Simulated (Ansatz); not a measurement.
Method: DFT r2SCAN, scalar-relativistic, plane waves, PAW (Ansatz).

Structure of Cu$_{2}$Sb:

```yaml
crystal:
  lattice:
    - [4.00091, 0.00000, 0.00000]
    - [0.00000, 4.00091, 0.00000]
    - [0.00000, 0.00000, 6.05527]
  atoms:
    - { symbol: Cu, position: [0.00000, 0.00000, 0.00000] }
    - { symbol: Cu, position: [0.50000, 0.50000, 0.00000] }
    - { symbol: Cu, position: [0.50000, 0.00000, 0.26552] }
    - { symbol: Cu, position: [0.00000, 0.50000, 0.73448] }
    - { symbol: Sb, position: [0.50000, 0.00000, 0.70210] }
    - { symbol: Sb, position: [0.00000, 0.50000, 0.29790] }
```

Settings: cutoff 500 eV, Γ-centred mesh 10×10×6 on the computed 6-atom cell, Gaussian smearing of 0.10 eV; no spin polarisation.

Levels along Γ–X–M–Γ–Z–R–A–Z | X–R | M–A, in eV from the Fermi level, sorted by energy at each point. Points in fractions of the primitive reciprocal vectors: Γ (0.000 0.000 0.000), X (0.000 0.500 0.000), M (0.500 0.500 0.000), Z (0.000 0.000 0.500), R (0.000 0.500 0.500), A (0.500 0.500 0.500).
```tsv
point	k (1/Å, with 2π)	band 50	band 51	band 52	band 53	band 54	band 55	band 56
Γ	0.000	-2.56	-2.56	-0.99	1.35	1.35	2.15	2.78
-	0.112	-2.62	-2.34	-0.72	0.76	1.39	2.66	2.66
-	0.224	-2.59	-1.96	-0.41	-0.04	1.52	2.40	3.25
-	0.337	-2.54	-1.47	-0.73	-0.43	1.70	2.23	3.69
-	0.449	-2.45	-1.26	-0.93	-0.77	1.84	2.26	3.99
-	0.561	-2.33	-1.65	-1.20	-0.33	1.80	2.45	3.96
-	0.673	-2.16	-1.94	-1.60	0.30	1.47	2.74	3.56
X	0.785	-2.15	-1.92	-1.92	0.92	0.92	3.11	3.11
-	0.897	-2.16	-1.94	-1.94	0.42	0.42	3.73	3.73
-	1.010	-2.19	-1.98	-1.98	-0.43	-0.43	3.25	3.25
-	1.122	-2.25	-2.04	-2.04	-1.17	-1.17	2.22	2.22
-	1.234	-2.34	-2.12	-2.12	-1.72	-1.72	1.32	1.32
-	1.346	-2.46	-2.24	-2.24	-2.08	-2.08	0.61	0.61
-	1.458	-2.56	-2.38	-2.38	-2.30	-2.30	0.14	0.14
M	1.570	-2.56	-2.49	-2.49	-2.38	-2.38	-0.02	-0.02
-	1.729	-2.53	-2.37	-2.26	-2.22	-2.16	0.06	0.52
-	1.888	-2.50	-2.35	-1.77	-1.70	-1.67	0.41	1.82
-	2.046	-2.53	-2.33	-1.12	-1.08	-1.05	1.27	2.90
-	2.205	-2.58	-2.31	-0.59	-0.40	-0.39	2.71	3.27
-	2.364	-2.61	-2.33	-0.07	-0.03	0.38	2.86	3.68
-	2.522	-2.62	-2.42	-0.47	0.65	1.05	2.62	3.10
Γ	2.681	-2.56	-2.56	-0.99	1.35	1.35	2.15	2.78
-	2.755	-2.45	-2.45	-1.01	1.28	1.28	2.04	2.96
-	2.829	-2.24	-2.24	-1.04	1.09	1.09	1.86	3.27
-	2.903	-2.01	-2.01	-1.10	0.82	0.82	1.73	3.32
-	2.977	-1.75	-1.75	-1.18	0.51	0.51	1.66	3.38
-	3.051	-1.50	-1.50	-1.28	0.20	0.20	1.66	2.95
-	3.126	-1.43	-1.27	-1.27	-0.06	-0.06	1.75	2.43
Z	3.200	-1.62	-1.17	-1.17	-0.18	-0.18	1.86	2.16
-	3.312	-1.58	-1.37	-1.06	-0.18	-0.13	1.99	2.40
-	3.424	-1.85	-1.30	-0.77	-0.13	0.02	2.25	2.73
-	3.536	-2.03	-0.99	-0.35	0.00	0.26	2.47	2.93
-	3.648	-2.20	-0.60	0.17	0.20	0.58	2.54	3.03
-	3.761	-2.37	-0.16	0.46	0.72	0.96	2.30	2.74
-	3.873	-2.50	0.32	0.72	1.23	1.33	1.90	2.19
R	3.985	-2.59	0.71	0.71	1.49	1.49	1.80	1.80
-	4.097	-2.58	0.42	0.42	1.07	1.07	1.98	1.98
-	4.209	-2.58	-0.29	-0.29	0.48	0.48	2.10	2.10
-	4.322	-2.59	-1.04	-1.04	-0.28	-0.28	2.31	2.31
-	4.434	-2.60	-1.68	-1.68	-1.02	-1.02	2.63	2.63
-	4.546	-2.61	-2.17	-2.17	-1.61	-1.61	3.00	3.00
-	4.658	-2.62	-2.50	-2.50	-1.96	-1.96	3.35	3.35
A	4.770	-2.64	-2.61	-2.61	-2.08	-2.08	3.50	3.50
-	4.929	-2.58	-2.49	-2.30	-2.06	-1.67	2.98	3.42
-	5.087	-2.44	-2.22	-2.00	-1.40	-0.61	2.18	2.63
-	5.246	-2.26	-1.88	-1.85	-0.54	0.72	1.92	2.04
-	5.405	-2.02	-1.72	-1.40	-0.58	1.01	2.70	2.90
-	5.563	-1.75	-1.50	-1.02	-0.88	0.57	2.97	3.93
-	5.722	-1.55	-1.28	-1.27	-0.40	0.10	2.17	2.70
Z	5.881	-1.62	-1.17	-1.17	-0.18	-0.18	1.86	2.16
X	5.881	-2.15	-1.92	-1.92	0.92	0.92	3.11	3.11
-	5.955	-2.22	-1.79	-1.79	0.94	0.94	3.12	3.12
-	6.029	-2.32	-1.52	-1.52	1.01	1.01	3.14	3.14
-	6.103	-2.40	-1.15	-1.15	1.11	1.11	3.14	3.14
-	6.177	-2.47	-0.69	-0.69	1.23	1.23	3.03	3.03
-	6.251	-2.52	-0.15	-0.15	1.35	1.35	2.65	2.65
-	6.325	-2.57	0.40	0.40	1.45	1.45	2.12	2.12
R	6.399	-2.59	0.71	0.71	1.49	1.49	1.80	1.80
M	6.399	-2.56	-2.49	-2.49	-2.38	-2.38	-0.02	-0.02
-	6.474	-2.56	-2.54	-2.54	-2.33	-2.33	0.10	0.10
-	6.548	-2.61	-2.57	-2.57	-2.26	-2.26	0.43	0.43
-	6.622	-2.61	-2.58	-2.58	-2.19	-2.19	0.92	0.92
-	6.696	-2.61	-2.60	-2.60	-2.14	-2.14	1.54	1.54
-	6.770	-2.61	-2.61	-2.61	-2.11	-2.11	2.24	2.24
-	6.844	-2.63	-2.61	-2.61	-2.09	-2.09	2.98	2.98
A	6.918	-2.64	-2.61	-2.61	-2.08	-2.08	3.50	3.50
```

Spin-orbit coupling is left out, which matters for the bands of heavy elements.

Cost: 1 run of about 4.6 core-minutes, on Arm Neoverse V1 (shared hosts).